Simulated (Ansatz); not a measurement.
# Fields on a plane of NaCl (rock salt)

```xyz
2
Lattice="0.0000 2.8039 2.8039 2.8039 0.0000 2.8039 2.8039 2.8039 0.0000" Properties=species:S:1:pos:R:3 pbc="T T T"
Cl     0.0000     0.0000     0.0000
Na     2.8039     2.8039     2.8039
```

The slice is a {100} plane (indices of the conventional cell) through the point (0.000, 0.000, 0.000) (fractional), spanned by u = [100] and v = [0 1 -1] in vectors of this cell: u (3.97 Å) and v (3.97 Å, at 90° to u). It covers one period; positions are fractions (u, v).

Atoms on it: Cl at (0.00, 0.00); Na at (0.50, 0.50).

Level of theory: r2SCAN (plane waves to 500 eV, PAW, scalar-relativistic; Ansatz, an electronic-structure program). k mesh 10×10×10. Inside the PAW spheres the values are not all-electron values, and peaks at nuclei hang on which shells count as valence. NaCl was relaxed with its symmetry unable to fall.

```
|xxxx@@@@@%*-.   .-*%@@@@@xxx|
|xxx@@@@@@%*-.   .-*%@@@@@@xx|
|xx@@@@@@%#+:     :+#%@@@@@@x|
|@@@@@@@@%*-.     .-*%@@@@@@@|
|@@@@@@@%#=.       .=#%@@@@@@|
|@@@@@@%#=.         .=#%@@@@@|
|@@@@@%#=.           .=#%@@@@|
|@@@%%#=.    .:-:.    .=#%%@@|
|%%%#*=.    -=+*+=-    .=*#%%|
|***+-.    -+*###*+-    .-+**|
|---:.    -+*#xxx#*+-    .:--|
|...     .=*#xxxxx#*=.     ..|
|        :+#xxxxxxx#+:       |
|        -*#xxxxxxx#*-       |
|        :+#xxxxxxx#+:       |
|...     .=*#xxxxx#*=.     ..|
|---:.    -+*#xxx#*+-    .:--|
|***+-.    -+*###*+-    .-+**|
|%%%#*=.    -=+*+=-    .=*#%%|
|@@@%%#=.    .:-:.    .=#%%@@|
|@@@@@%#=.           .=#%@@@@|
|@@@@@@%#=.         .=#%@@@@@|
|@@@@@@@%#=.       .=#%@@@@@@|
|@@@@@@@@%*-.     .-*%@@@@@@@|
|xx@@@@@@%#+:     :+#%@@@@@@x|
|xxx@@@@@@%*-.   .-*%@@@@@@xx|
|xxxx@@@@@%*-.   .-*%@@@@@xxx|
|xxxx@@@@@%*-.   .-*%@@@@@xxx|
```
Scale: ten equal steps from 0.01 (start of ' ') to 0.88 (end of '@'), in the order ' .:-=+*#%@'. Values: electron localisation function (ELF). The map has 28 points along u (one character each, u = 0 at the left) and 28 along v (v = 0 in the bottom row). Points within 0.5 Å of a nucleus are blanked (x), as the pseudised field means little there.

| v \ u | 0.00 | 0.14 | 0.29 | 0.43 | 0.57 | 0.71 | 0.86 |
|---|---|---|---|---|---|---|---|
| 0.96 | -1.4 | 0.2 | -0.5 | -1.3 | -1.3 | -0.5 | 0.2 |
| 0.86 | 0.2 | 0.0 | -0.7 | -1.4 | -1.4 | -0.7 | 0.0 |
| 0.75 | -0.2 | -0.5 | -1.0 | -1.1 | -1.1 | -1.0 | -0.5 |
| 0.64 | -0.9 | -1.1 | -1.0 | 0.2 | 0.2 | -1.0 | -1.1 |
| 0.54 | -1.4 | -1.5 | -0.7 | 1.1 | 1.1 | -0.7 | -1.5 |
| 0.43 | -1.3 | -1.4 | -0.7 | 0.9 | 0.9 | -0.7 | -1.4 |
| 0.32 | -0.7 | -0.9 | -1.1 | -0.4 | -0.4 | -1.1 | -0.9 |
| 0.21 | 0.0 | -0.3 | -0.9 | -1.3 | -1.3 | -0.9 | -0.3 |
| 0.11 | 0.2 | 0.1 | -0.6 | -1.4 | -1.4 | -0.6 | 0.1 |
| 0.00 | -3.0 | 0.2 | -0.5 | -1.3 | -1.3 | -0.5 | 0.2 |

Values: log₁₀ of the valence density in e/Å³. The scale is logarithmic, as a density can span decades between atoms and voids; values under 0.001 e/Å³ are set to 0.001.
